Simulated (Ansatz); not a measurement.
# Structures of CaRu: which is lowest?

Plane-wave DFT in Ansatz with scalar-relativistic PAW potentials, cutoff 420 eV, Γ-centred meshes chosen by cell and gap, Gaussian smearing with energies taken to zero width. Every cell was relaxed (cell and atoms) in a run of its own, within the symmetry of its start. Functional: PBE.

Relaxed structures (starts from databases or built by putting these elements on another compound's sites):
A. P6/mmm, 6 atoms in the computed cell, a = 6.137 Å, c = 4.430 Å; sites (symmetry × multiplicity) Ca mmm × 3, Ru -6m2 × 2 + 6/mmm × 1; start: built
B. Fm-3m, 2 atoms in the computed cell, a = 5.672 Å; sites (symmetry × multiplicity) Ca m-3m × 4, Ru m-3m × 4; start: built

**Question.** Rank them by energy. Could pressure change the order?

**Answer.**
| structure | group | E − E(lowest) (meV/atom) | V (Å³/atom) | gap on mesh (eV) |
| --- | --- | --- | --- | --- |
| B | Fm-3m | 0.0 | 22.81 | 0.00 |
| A | P6/mmm | 247 | 24.08 | 0.00 |

B is lowest, 247 meV/atom under A. The lowest is also the densest of these, so pressure wouldn't bring one of the others in at first order. Other structures may lie lower than all of these, and vibrations aren't counted.